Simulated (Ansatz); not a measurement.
According to the program Ansatz at the PBE level (PAW), SiN2 in the cubic phase (Pa-3; Si on 4a, N on 8c) relaxes to a = 4.470 Å. Si has 6 nearest neighbours from 1.91 Å (octahedral). Against the elements it lies at -0.45 eV/atom, with no fitted shifts.

The Kohn–Sham gap is 5.04 eV (indirect). The valence maximum lies on the Γ–X line, 60 % of the way from Γ and the conduction minimum on the Γ–R line, 52 % of the way from Γ (8 equivalent valleys). Electrons at the band edge weigh 0.36, 1.0, 1.0 mₑ (principal values).

The bulk modulus is 320 GPa.

The start of the workflow was typed in or built on a structure type; neither database checked (COD, Materials Project) lists it. Its standing as an ambient phase is unchecked. The cell was relaxed with PBE under the symmetry of its start; its stability against distortions is not shown here. The references are the lowest solids computed at this level, not always the standard phases (solids in place of the gases).

Potentials: the earlier of the program's two PAW sets.
